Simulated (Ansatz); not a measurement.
Field gradients of Si3N4 from run to run

Cell of run 1: a COD entry (perhaps calculated rather than measured).

```cif
data_Si3N4
_symmetry_space_group_name_H-M 'P6_3/m'
_symmetry_Int_Tables_number 176
_cell_length_a 7.6015
_cell_length_b 7.6015
_cell_length_c 2.9061
_cell_angle_alpha 90.000
_cell_angle_beta 90.000
_cell_angle_gamma 120.000
loop_
_atom_site_label
_atom_site_type_symbol
_atom_site_symmetry_multiplicity
_atom_site_Wyckoff_symbol
_atom_site_fract_x
_atom_site_fract_y
_atom_site_fract_z
Si Si 6 h 0.7685 0.1746 0.2500
N7 N 6 h 0.0305 0.3303 0.2500
N13 N 2 d 0.6667 0.3333 0.2500
```

One atom of each set is listed.

Relaxed positions (PBE, cell held):

Si (0.7680, 0.1741, 0.2500)
N7 (0.0300, 0.3299, 0.2500)
N13 (0.6667, 0.3333, 0.2500)

All runs are DFT with Ansatz 0.2.0 (plane waves and PAW, scalar-relativistic unless spin–orbit coupling is named, Γ-centred meshes, Fermi–Dirac smearing where given) in this cell.

Run 1: PBE, atoms as given; 420 eV, 4×4×10 k-points, smearing 0.02 eV.
Run 2: PBE, atoms relaxed; 420 eV, 4×4×10 k-points, smearing 0.02 eV.
Run 3: r2SCAN, at the relaxed atoms; 500 eV, 4×4×10 k-points, smearing 0.02 eV.

```tsv
run	Si V_zz (η)	N7 V_zz (η)	N13 V_zz (η)
1	0.97 (0.43)	-4.93 (0.07)	-4.89 (0.00)
2	0.97 (0.43)	-4.93 (0.07)	-4.88 (0.00)
3	?	?	?
```

V_zz in 10²¹ V/m².

(1) Estimate the row of run 3.

Results:

(1) Si: 0.97 (0.41); N7: -4.92 (0.08); N13: -4.95 (0.00). It lies nearest to run 1, from whose tensors on these sites it differs by 0.07 at most (largest principal value of the difference, on N7). Taken one at a time, the functional (r2SCAN with its higher cutoff) moves the tensors on these sites by up to 0.07 (largest principal value of the change, on N13), the positions of the atoms (as given or relaxed) by 0.03 (N7).

The cell isn't the equilibrium one in runs 1, 2 (calculated pressure 6, 6 GPa), and the entry's cell may itself be off.
